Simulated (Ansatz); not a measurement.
Input:

CdS:
```xyz
2
Lattice="0.0000 2.8783 2.8783 2.8783 0.0000 2.8783 2.8783 2.8783 0.0000" Properties=species:S:1:pos:R:3 pbc="T T T"
S      4.3174     4.3174     4.3174
Cd     0.0000     0.0000     0.0000
```

This is the LDA-relaxed structure.

### Question
All from plane-wave PAW LDA (Ansatz code), unless another level is named. Predict the hole effective mass, band 3 of 3 at the edge.

### Answer
0.11 along [100], 0.099 along [110], 0.095 along [111] (mₑ).

### Question
Predict the formation energy from the elements (no fitted shifts).

### Answer
-0.63 eV/atom.

### Question
What about the band gap?

### Answer
0.95 eV (direct).

### Question
Give the weight of the conduction-edge state by species (Voronoi cells).

### Answer
Cd 61 %, S 39 %.

### Question
And the weight of the valence-edge state by species (Voronoi cells)?

### Answer
S 81 %, Cd 19 %.

Space group F-43m (zinc blende). Symmetry was held in the LDA relaxation; phonons on a q-mesh show no instability. The references are the lowest solids computed at this level, not always the standard phases. Spin–orbit coupling is left out wherever it is not named.

Potentials: the later of the program's two PAW sets.
